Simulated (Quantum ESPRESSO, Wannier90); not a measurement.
# Wannier functions of TiC (rock salt)

```xyz
2
Lattice="0.0000 2.1657 2.1657 2.1657 0.0000 2.1657 2.1657 2.1657 0.0000" Properties=species:S:1:pos:R:3 pbc="T T T"
Ti     0.0000     0.0000     0.0000
C      2.1657     2.1657     2.1657
```

Materials Project entry mp-631; symmetrised, unrelaxed at this level. COD (Crystallography Open Database) has an entry of this formula and space group (matched by these alone). Computed values, not measurements, from PBEsol: Quantum ESPRESSO (norm-conserving PseudoDojo potentials, cutoff 68 Ry, no spin polarisation, no spin-orbit coupling) on a Γ-centred 12×12×12 mesh, then Wannier90. Density: 12×12×12 mesh, cold smearing 0.01 Ry.

A tight-binding model is made by disentanglement and projection with no localisation steps (num_iter = 0), so the 13 orbitals stay atom-like: hydrogen-like Ti: s;p;d; C: s;p, axes along x, y, z; frozen window up to 1.50 eV relative to the Fermi level. It follows pw.x to 1.3 meV rms for states up to 1.0 eV relative to the Fermi level. Matrix elements depend on this choice of orbitals and windows.

The 20 largest hoppings ⟨m,0|H|n,R⟩ between different sites (one of each Hermitian pair; signs follow the real orbitals' lobes; the list may end inside a set of equal values):

```json
[
 {"m": "C2 py", "n": "Ti1 py", "R": "0 1 0", "distance of the centres (Å)": "2.17", "t (eV)": "2.947"},
 {"m": "C2 py", "n": "Ti1 py", "R": "1 0 1", "distance of the centres (Å)": "2.17", "t (eV)": "2.947"},
 {"m": "C2 px", "n": "Ti1 px", "R": "0 1 1", "distance of the centres (Å)": "2.17", "t (eV)": "2.947"},
 {"m": "C2 px", "n": "Ti1 px", "R": "1 0 0", "distance of the centres (Å)": "2.17", "t (eV)": "2.947"},
 {"m": "C2 pz", "n": "Ti1 pz", "R": "0 0 1", "distance of the centres (Å)": "2.17", "t (eV)": "2.947"},
 {"m": "C2 pz", "n": "Ti1 pz", "R": "1 1 0", "distance of the centres (Å)": "2.17", "t (eV)": "2.947"},
 {"m": "C2 s", "n": "Ti1 py", "R": "0 1 0", "distance of the centres (Å)": "2.17", "t (eV)": "-2.341"},
 {"m": "C2 s", "n": "Ti1 py", "R": "1 0 1", "distance of the centres (Å)": "2.17", "t (eV)": "2.341"},
 {"m": "C2 s", "n": "Ti1 pz", "R": "0 0 1", "distance of the centres (Å)": "2.17", "t (eV)": "-2.341"},
 {"m": "C2 s", "n": "Ti1 px", "R": "0 1 1", "distance of the centres (Å)": "2.17", "t (eV)": "2.341"},
 {"m": "C2 s", "n": "Ti1 px", "R": "1 0 0", "distance of the centres (Å)": "2.17", "t (eV)": "-2.341"},
 {"m": "C2 s", "n": "Ti1 pz", "R": "1 1 0", "distance of the centres (Å)": "2.17", "t (eV)": "2.341"},
 {"m": "C2 py", "n": "Ti1 s", "R": "0 1 0", "distance of the centres (Å)": "2.17", "t (eV)": "2.319"},
 {"m": "C2 py", "n": "Ti1 s", "R": "1 0 1", "distance of the centres (Å)": "2.17", "t (eV)": "-2.319"},
 {"m": "C2 pz", "n": "Ti1 s", "R": "0 0 1", "distance of the centres (Å)": "2.17", "t (eV)": "2.319"},
 {"m": "C2 px", "n": "Ti1 s", "R": "0 1 1", "distance of the centres (Å)": "2.17", "t (eV)": "-2.319"},
 {"m": "C2 px", "n": "Ti1 s", "R": "1 0 0", "distance of the centres (Å)": "2.17", "t (eV)": "2.319"},
 {"m": "C2 pz", "n": "Ti1 s", "R": "1 1 0", "distance of the centres (Å)": "2.17", "t (eV)": "-2.319"},
 {"m": "C2 pz", "n": "Ti1 dz2", "R": "0 0 1", "distance of the centres (Å)": "2.17", "t (eV)": "2.179"},
 {"m": "C2 pz", "n": "Ti1 dz2", "R": "1 1 0", "distance of the centres (Å)": "2.17", "t (eV)": "-2.179"}
]
```
